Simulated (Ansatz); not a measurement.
**ZrB₂ under strong compression**

```
Zr B
1.0
     3.16752    0.00000    0.00000
    -1.58376    2.74316    0.00000
     0.00000    0.00000    3.55239
Zr B
1 2
Direct
  0.00000 0.00000 0.00000
  0.33333 0.66667 0.50000
  0.66667 0.33333 0.50000
```

The base volume is that of a database entry, so it needn't be at zero pressure; the structure needn't be the stable phase, at rest or compressed.

Its volume is scaled at fixed shape and fractional positions.

Computed with Ansatz 0.2.0; functional LDA, scalar-relativistic. Settings: a Γ-centred 13×13×10 k mesh, Fermi–Dirac smearing of 0.05 eV, no spin polarisation. Methods: LAPW: all electrons, basis error target 1 meV/atom; PAW: frozen-core files, cutoff 420 eV; crystal datasets: all electrons, by PAW datasets that the program makes for each cell.

Energies are extrapolated to zero smearing and count from the unscaled cell; pressure is positive in compression; gaps take the mesh and a band path. No temperature or zero-point motion is included.

The PAW files were made under PBE.

```
V/V0  V (Å³/atom)  P LAPW (GPa)  ΔE LAPW (eV/atom)  P PAW − LAPW (GPa)  ΔE PAW − LAPW (meV/atom)
1.00        10.29         -9.59              0.000                0.00                       0.0
0.80         8.23          68.2              0.291               -0.04                      -0.1
0.50         5.14         566.8              5.052                0.20                       1.2
0.45         4.63             ?              7.197               -0.08                       1.4
```

Problem. Fill in "P LAPW (GPa)" for the row "0.45".

Solution. 781.1.

Problem. From the table, what is the rise of the enthalpy H = E + pV up to the last row, and how stiff is the crystal between the last two rows?

Solution. ΔH = 7.197 eV + (781.1 GPa × 4.63 Å³ + 9.59 GPa × 10.29 Å³) × 0.006242 eV/(GPa·Å³) = 30.38 eV/atom, of which pV makes 76 %. The mean bulk modulus there is −ΔP/Δln V = 2030 GPa.

Problem. At the smallest volume, how far do crystal datasets lie from LAPW in pressure?

Solution. crystal datasets: 0.00 GPa, on a LAPW pressure of 781.1 GPa.

Problem. How do the Löwdin populations by LAPW change from the unscaled cell to the last row?

Solution. Zr 4s 1.92 → 1.80, Zr 4p 5.98 → 5.80, Zr 4d 3.03 → 3.94, B 2s 0.76 → 0.53, B 2p 2.61 → 2.55 electrons an atom. These are projections on the shells that the free atoms fill; 0.03 e a cell lies outside them at the start and 0.07 e at the end.
